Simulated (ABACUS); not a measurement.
Worked example: self-consistent single point of SiC (F-43m, 8 atoms in the cell; from Materials Project mp-8062) in ABACUS.

Computed with PBE, PseudoDojo 0.5 standard norm-conserving PBE (tails mended) pseudopotentials (plane waves; ABACUS).

```
CELL_PARAMETERS angstrom
      4.35399     0.00000     0.00000
      0.00000     4.35399     0.00000
      0.00000     0.00000     4.35399
ATOMIC_POSITIONS crystal
  Si 0.25000 0.25000 0.75000
  Si 0.25000 0.75000 0.25000
  Si 0.75000 0.25000 0.25000
  Si 0.75000 0.75000 0.75000
  C  0.00000 0.00000 0.00000
  C  0.00000 0.50000 0.50000
  C  0.50000 0.00000 0.50000
  C  0.50000 0.50000 0.00000
```

Reference input (self-consistent single point, DFT, PBE, plane waves, PseudoDojo 0.5 standard norm-conserving PBE (tails mended) pseudopotentials): KPT = Gamma 4 4 4 0 0 0; basis_type = pw; ecutwfc = 82 Ry; smearing_method = fd; smearing_sigma = 0.000734986 Ry; potentials = PseudoDojo 0.5 standard norm-conserving PBE (tails mended); symmetry = 1; symmetry_prec = 1e-05; ks_solver = dav; scf_nmax = 100; scf_thr = 1.0e-09 Ry; mixing_type = pulay. This run's input differs from it in these lines:

```diff
@@ -54,3 +54,3 @@
 Gamma
-4 4 4 0 0 0
+3 3 3 0 0 0
```

Output (repeated stretches shortened):

```
 SELF-CONSISTENT
 -------------------------------------------
                                 init_chg = atomic

 PW ALGORITHM --------------- ION=   1  ELEC=   1--------------------------------

 Density error is 1.74333480435
                          Error Threshold = 0.01
 E_KohnSham     -81.6148925960       -1110.4275809639
 E_Fermi        0.6391212659         8.6956909294

 PW ALGORITHM --------------- ION=   1  ELEC=   2--------------------------------

 Density error is 0.341617062033
                          Error Threshold = 0.00544792126359
 E_KohnSham     -82.0910484072       -1116.9060131324
   [... lines left out ...]

 Density error is 3.1912356796e-09
                          Error Threshold = 3.32085297948e-11
 E_KohnSham     -82.1558460103       -1117.7876297503
 E_Fermi        0.7486194126         10.1854896447

 PW ALGORITHM --------------- ION=   1  ELEC=  10--------------------------------

 Density error is 3.41759152118e-11
                          Error Threshold = 9.97261149875e-12
 E_KohnSham     -82.1558460109       -1117.7876297591
 E_KS(sigma->0) -82.1558460109       -1117.7876297591
 E_entropy(-TS) 0.0000000000         0.0000000000
 E_Fermi        0.7486204388         10.1855036068
 charge density convergence is achieved
 final etot is -1117.7876298 eV
 EFERMI = 10.185503607 eV

 STATE ENERGY(eV) AND OCCUPATIONS    NSPIN == 1
   [... 23 lines left out ...]

 TOTAL-FORCE (eV/Angstrom)
                       Si1         0.0000121028         0.0000121028        -0.0000121028
                       Si2         0.0000121028        -0.0000121028         0.0000121028
                       Si3        -0.0000121028         0.0000121028         0.0000121028
                       Si4        -0.0000121028        -0.0000121028        -0.0000121028
                        C1         0.0000000000         0.0000000000         0.0000000000
                        C2         0.0000000000         0.0000000000         0.0000000000
                        C3         0.0000000000         0.0000000000         0.0000000000
   [... lines left out ...]

 TOTAL-STRESS (KBAR)
        38.8479458267        -0.0000000000        -0.0000000000
         0.0000000000        38.8479458267         0.0000000000
        -0.0000000000         0.0000000000        38.8479458267
 TOTAL-PRESSURE: 38.847946 KBAR

 --------------------------------------------
 !FINAL_ETOT_IS -1117.7876297591112689 eV
 --------------------------------------------
```

The run converged in 10 iterations. Against the reference run the free energy goes up by 5.2 meV/atom and the pressure moves little (3.86 to 3.88 GPa).

This run is one point of a test of settings, so its values need not be converged; read them against the reference run alone. The structure comes from a collection of computed structures, made at another level of theory; the collection holds predicted forms beside known ones.

Cost on one core: very roughly 16 core-seconds.

“Tails mended”: in these copies of the files the far tail of each local potential was reset to the Coulomb form.
